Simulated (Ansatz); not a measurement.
OsN₂:
```xyz
3
Lattice="2.7637 0.0000 0.0000 -1.3818 2.3934 0.0000 0.0000 0.0000 4.8919" Properties=species:S:1:pos:R:3 pbc="T T T"
Os     0.0000     0.0000     0.0000
N      0.0000     0.0000     1.8757
N      0.0000     0.0000     3.0162
```

Relaxed with LDA. Special points in fractions of this cell's reciprocal vectors: Γ (0.000, 0.000, 0.000); M (0.500, 0.000, 0.000); K (0.333, 0.333, 0.000); A (0.000, 0.000, 0.500); L (0.500, 0.000, 0.500); H (0.333, 0.333, 0.500).

Problem. List the band energies nearest the Fermi level at these points for LDA in the plane-wave PAW code Ansatz.

Solution. In eV from the Fermi level; about four levels below and three above (degenerate sets whole), none deeper than 8.9 eV; … stands for higher levels left out; points with the same levels are listed once.

```csv
k,below,above
Γ,-2.11 -2.11 -1.21 -1.21,5.20 5.20 …
M,-6.32 -5.75 -5.54 -2.15,2.51 2.79 3.08
K,-4.53 -4.53 -2.37 -2.37,3.71 3.71 3.75
A,-5.95 -5.95 -2.10 -2.10,0.94 0.94 2.81 2.81
L,-6.78 -5.53 -2.44 -2.23,0.22 1.96 2.51
H,-3.09 -3.09 -1.50 -1.50,0.61 0.61 2.80
```

Space group P6/mmm. The first step of the workflow began from a Materials Project structure, measured or hypothetical; the Crystallography Open Database copy checked does not list it. Whether it is the stable phase at ambient conditions was not checked. The LDA relaxation kept the symmetry of its start; whether a distortion lowers the energy is not shown. The run is not spin-polarised. Scalar-relativistic: spin–orbit coupling is off unless named, which matters more the heavier the elements.

Potentials: the later of the program's two PAW sets.
